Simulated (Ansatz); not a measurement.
# SiNi: computed property card

SiNi:
```cif
data_Ni4Si4
_chemical_formula_sum 'Si4 Ni4'
_space_group_name_H-M_alt 'P 1'
_space_group_IT_number 1
_cell_length_a 4.46769
_cell_length_b 4.46769
_cell_length_c 4.46769
_cell_angle_alpha 90.000
_cell_angle_beta 90.000
_cell_angle_gamma 90.000
loop_
_space_group_symop_operation_xyz
  'x, y, z'
loop_
_atom_site_label
_atom_site_type_symbol
_atom_site_fract_x
_atom_site_fract_y
_atom_site_fract_z
_atom_site_occupancy
Si1 Si 0.65353 0.15353 0.34647 1
Si2 Si 0.84647 0.84647 0.84647 1
Si3 Si 0.15353 0.34647 0.65353 1
Si4 Si 0.34647 0.65353 0.15353 1
Ni1 Ni 0.35106 0.85106 0.64894 1
Ni2 Ni 0.14894 0.14894 0.14894 1
Ni3 Ni 0.85106 0.64894 0.35106 1
Ni4 Ni 0.64894 0.35106 0.85106 1
```

Space group P2_13 (No. 198); conventional cell a = b = c = 4.4677 Å, α = β = γ = 90.00°.

Method: plane-wave PAW PBEsol (Ansatz code). Structure relaxed to zero pressure with the same functional. Other levels are named where they apply.

**Cell and energy**

| Item | Value |
|---|---|
| Volume per atom | 11.15 Å³ |
| Density | 6.46 g/cm³ |
| Formation energy from the elements (no fitted shifts) | -0.50 eV/atom |

**Electronic structure**

| Quantity | Value |
|---|---|
| Electronic character | metallic (no gap) |
| Density of states at the Fermi level | 0.29 states/eV per atom (mean over ±0.08 eV) |

**Mechanics**

| Item | Result |
|---|---|
| Bulk modulus (Birch–Murnaghan fit) | 200 GPa |
| Pressure derivative B′ | 4.8 |
| Elastic constants (relaxed ions, GPa) | C11 = 238, C12 = 181, C44 = 68.7 |
| Mechanical stability | stable (all eigenvalues of C positive) |
| Hill bulk and shear moduli | 200 and 48.4 GPa |
| Young's modulus | 134 GPa |
| Poisson's ratio | 0.39 |
| Debye temperature from the elastic constants | 412 K |

**Phonons**

| Quantity | Value |
|---|---|
| Highest zone-centre frequency | 47.6 meV |
| Zone-centre stability | no imaginary mode at Γ |

The workflow started from a Materials Project entry (that database holds measured and hypothetical structures alike); the Crystallography Open Database copy checked does not list it. It is not the phase usual at ambient conditions (space group No. 62). The cell was relaxed with PBEsol under the symmetry of its start. The run is not spin-polarised. As this level gives no gap, shear constants depend on the k-mesh and smearing (Fermi–Dirac, 0.1 eV here). As this level gives no gap, phonon frequencies hold no LO–TO term and depend on the k-mesh and smearing (Fermi–Dirac, 0.1 eV here). The references are the lowest solids computed at this level, not always the standard phases.

Potentials: the later of the program's two PAW sets.
